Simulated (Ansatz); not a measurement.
**Re (Fm-3m), stationary points along a deformation path**

Method: DFT LDA, scalar-relativistic, plane waves, PAW (Ansatz). The runs took a 420 eV cutoff, a Γ-centred 22×22×22 mesh and Gaussian smearing (0.15 eV). Spin–orbit coupling is left out, which can shift energies with elements as heavy as these. No spin polarisation. Energies are free energies at this smearing, counted from the undisturbed cell; pressure is positive in compression.

The undisturbed cell (as given, not relaxed at this level; it stands at -23.8 GPa; this fcc form isn't the usual structure):

```xyz
1
Lattice="0.0000 1.9750 1.9750 1.9750 0.0000 1.9750 1.9750 1.9750 0.0000" Properties=species:S:1:pos:R:3 pbc="T T T"
Re    0.0000    0.0000    0.0000
```

At fixed volume and fractional coordinates, lengths along (0.000, 0.000, 1.000) are scaled against those across it; ρ is that ratio over its starting value. V = 15.407 Å³/atom. Δσ is the stress along the axis less the mean stress across it (compression positive).

| ρ | ΔE (meV/atom) | Δσ (GPa) | space group |
| --- | --- | --- | --- |
| 0.707 | 253.0 | 0.00 | Im-3m |
| 0.780 | 236.0 | 9.01 | I4/mmm |
| 0.850 | 150.2 | 19.19 | I4/mmm |
| 0.920 | 53.0 | 17.58 | I4/mmm |
| 1.000 | 0.0 | 0.00 | Fm-3m |
| 1.200 | 271.3 | -43.67 | I4/mmm |
| 1.300 | 534.9 | -58.66 | I4/mmm |
| 1.414 | 874.9 | -67.49 | I4/mmm |

**Question.** How does the stress give the slope of the energy, and where is the energy stationary?

**Answer.** Along the path d ln(length) is 2/3 d ln ρ on the axis and −1/3 d ln ρ across it, so dE/d ln ρ = −(2/3) V Δσ: the energy falls with ρ where Δσ is positive. Δσ vanishes or changes sign at ρ = 0.707 (Im-3m, an end of the scan), at 253.0 meV/atom; at ρ = 1.000 (Fm-3m), a minimum at 0.0 meV/atom. Pairs of stationary points between two samples would go unseen, and could change a minimum read from distant neighbours into a maximum. At ρ = 0.707, 1.000 the cell is cubic, where symmetry alone makes the stress isotropic and the slope zero.

**Question.** Integrate that slope from ρ = 1 to 0.780 by the trapezoid rule.

**Answer.** With V/N in Å³ and 1 eV/Å³ = 160.2 GPa the slopes at ρ = 1.000, 0.920, 0.850, 0.780 are 0, -1127, -1231, -577 meV/atom per unit of ln ρ. The steps add 47.0 + 93.3 + 77.7 = 217.9 meV/atom, against 236.0 from the energies; the trapezoid rule misses the curvature of the slope within each step.

In a metal these slopes depend on the k mesh and the smearing.